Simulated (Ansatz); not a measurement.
# Mg on a Si site in EuSi3Rh, calculated

Computed with the plane-wave PAW code Ansatz (scalar-relativistic, PAW set soft_2): r2SCAN, collinear spin, 500 eV cutoff, k-mesh 4×4×2 shifted by half a step.

The relaxed host crystal (no gap at this level of theory):

```
Eu Rh Si
1.0
    -2.10214    2.10214    4.93489
     2.10214   -2.10214    4.93489
     2.10214    2.10214   -4.93489
Eu Rh Si
1 1 3
Direct
  0.00208 0.00208 0.00000
  0.65480 0.65480 0.00000
  0.41450 0.41450 0.00000
  0.26331 0.76331 0.50000
  0.76331 0.26331 0.50000
```

Supercell of 20 atoms, rows of the matrix [[-1,1,0],[-1,-1,-2],[-1,-1,0]] times the cell vectors; Mg on a Si site at (0.414, 0.414, 0.000) in fractions of the cell above. Atoms are relaxed at the host's cell, from a start shaken by 0.03 Å near the defect.

Distances from the Mg atom (Å), by shell of the perfect crystal:

```csv
shell,perfect crystal,"relaxed, charge 0"
1 Rh,2.37,2.66
4 Si,2.58,2.71
```

| charge | moment of the cell (μB) | moment on Mg (μB) | gap of the cell on the mesh (eV) |
| --- | --- | --- | --- |
| 0 | 27.25 | 0.00 | 0.00 |

Formation energy of the neutral defect: 0.81 eV, taking atoms from and to the elements' standard states (no corrections for gases), so it belongs to those chemical potentials alone.

Caveats: 4f shell without a U, which puts 4f levels too near the Fermi level; open f or d shells may hold a state above the lowest; small supercell, so energies and levels can be off by tenths of an eV; one random start near the defect, so other minima are possible.
